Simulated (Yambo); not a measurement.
Yambo run on SrTiO3 (space group I4/mcm, No. 140). The wavefunctions are PBEsol (Quantum ESPRESSO, PseudoDojo norm-conserving, 84 Ry, scalar-relativistic) ones on a 4×4×4 mesh (40 occupied bands); a = 5.535 Å, b = 5.535 Å, c = 5.535 Å, α = 120.15°, β = 120.15°, γ = 89.74°.

Yambo input:

```
rim_cut
HF_and_locXC
RandQpts= 1000000
RandGvec= 1 Ry
EXXRLvcs= 84 Ry
VXCRLvcs= 336 Ry
% QPkrange
 1 | 1 | 40 | 41 |
 3 | 3 | 40 | 41 |
 6 | 6 | 40 | 41 |
 8 | 8 | 40 | 41 |
 13 | 13 | 40 | 41 |
%
```

k points by index: 1 = Γ, 3 = X, 6 = N, 8 = P, 13 = Z.

Resulting energies as the program prints them:

```
#    K-point    Band    Eo [eV]    Ehf [eV]    Vxc [eV]    Vnlxc [eV]
#
    1    40    0.000000    -5.085326    -19.83671    -24.92203
    1    41    1.931744    9.148264    -18.86745    -11.65093
    3    40    -0.044553    -5.210427    -19.73822    -24.90409
    3    41    2.072766    9.612563    -19.32487    -11.78507
    6    40    -0.577081    -5.827082    -19.26851    -24.51852
    6    41    3.397150    11.35472    -20.38065    -12.42308
    8    40    -0.594756    -5.748371    -19.06764    -24.22125
    8    41    3.028728    10.54154    -20.41292    -12.90010
    13    40    -0.063688    -5.234461    -19.72330    -24.89407
    13    41    2.102061    9.653305    -19.37742    -11.82618
```
Exchange alone, without screening.

Geometry of the Materials Project entry, not relaxed at this level.

This is not the ordinary phase of the substance.
